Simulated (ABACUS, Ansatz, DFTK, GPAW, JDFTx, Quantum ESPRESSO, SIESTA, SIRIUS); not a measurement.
ScF3: 8 runs at one level of theory

```xyz
4
Lattice="4.0125 0.0000 0.0000 0.0000 4.0125 0.0000 0.0000 0.0000 4.0125" Properties=species:S:1:pos:R:3 pbc="T T T"
Sc    0.0000    0.0000    0.0000
F     0.0000    0.0000    2.0062
F     0.0000    2.0062    0.0000
F     2.0062    0.0000    0.0000
```

Alike in all runs: task single point; functional PBEsol; k mesh 7 × 7 × 7; occupations fermi-dirac, width 0.05 eV; no spin polarisation; no spin-orbit coupling. Pressure is positive in compression and, in plane waves, holds the error of the finite cutoff.

| program and potentials | plane-wave cutoff (eV) | notes | pressure (GPa) |
| --- | --- | --- | --- |
| JDFTx, PseudoDojo-SR-PBEsol-0.4.1-standard with smoothed tails | 1143 | - | 0.32 |
| ABACUS, PseudoDojo NC SR 0.4.1 PBEsol standard, plane waves | 1143 | - | 0.33 |
| DFTK, PseudoDojo SR PBEsol 0.4.1 standard (PBEsol) | 1143 | - | 0.32 |
| Ansatz, all-electron LAPW, scalar-relativistic | - | - | 0.58 |
| SIESTA, files PseudoDojo sr-pbesol-0.4.1-standard, DZP (energy shift 0.003 Ry; two zetas on semicore shells) | - | atomic basis | 1.93 |
| Quantum ESPRESSO, GBRV 1.5 PBEsol | 612 | - | 0.45 |
| GPAW, PAW data sets generated for this functional | 800 | - | -0.54 |
| SIRIUS, PseudoDojo 0.4.1 PBEsol standard (scalar relativistic) | 1152 | - | 0.33 |

The pressure spans -0.54 (GPAW, PAW data sets generated for this functional) to 1.93 GPa (SIESTA, files PseudoDojo sr-pbesol-0.4.1-standard, DZP (energy shift 0.003 Ry; two zetas on semicore shells)), with all-electron results at 0.58. The pressure on the cell as given of SIESTA, files PseudoDojo sr-pbesol-0.4.1-standard, DZP (energy shift 0.003 Ry; two zetas on semicore shells) lies far from the others; the cause wasn't traced. Rows in atomic bases carry the error of their basis and grid, which can be large.

The functional is the same throughout but for its coding, so the spread measures potentials, basis and numerics; runs on potential files found faulty are left out.
